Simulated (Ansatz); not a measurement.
Phonons of P (space group Cmce) at Γ, S = (0.5, 0.0, 0.0), Y = (0.5, 0.5, 0.0), Z = (0.0, 0.0, 0.5).

P (space group Cmce)

```
CELL_PARAMETERS angstrom
      1.65492    -5.64616     0.00000
      1.65492     5.64616     0.00000
      0.00000     0.00000     4.56347
ATOMIC_POSITIONS crystal
  P  0.40603 0.59397 0.91350
  P  0.59397 0.40603 0.08650
  P  0.09397 0.90603 0.41350
  P  0.90603 0.09397 0.58650
```

These are PBE (plane waves to 420 eV, PAW, scalar-relativistic; Ansatz, a quantum-chemistry and plane-wave program) values and carry that method's errors. Harmonic phonons by density-functional perturbation theory on a 10×10×8 k mesh, in cm⁻¹; i marks imaginary ones, q is in fractions of the reciprocal vectors of the cell shown, and the three acoustic modes at Γ are left out. The program warned that its band solver left a few bands short of their tolerance. P was relaxed with its symmetry unable to fall. The relaxed volume of P is well above the measured one; the method has no dispersion term.

```tsv
q	wavenumbers (cm⁻¹)
Γ	128, 186, 222, 339, 412, 421, 422, 450, 458
S = (0.5, 0.0, 0.0)	123 (×2), 187 (×2), 222 (×2), 368 (×2), 407 (×2), 412 (×2)
Y = (0.5, 0.5, 0.0)	1, 27, 39, 149, 187, 216, 344, 414, 417, 421, 450, 458
Z = (0.0, 0.0, 0.5)	63 (×2), 131 (×2), 187 (×2), 403 (×2), 416 (×2), 448 (×2)
```

Highest mode: 458 cm⁻¹ at Γ.
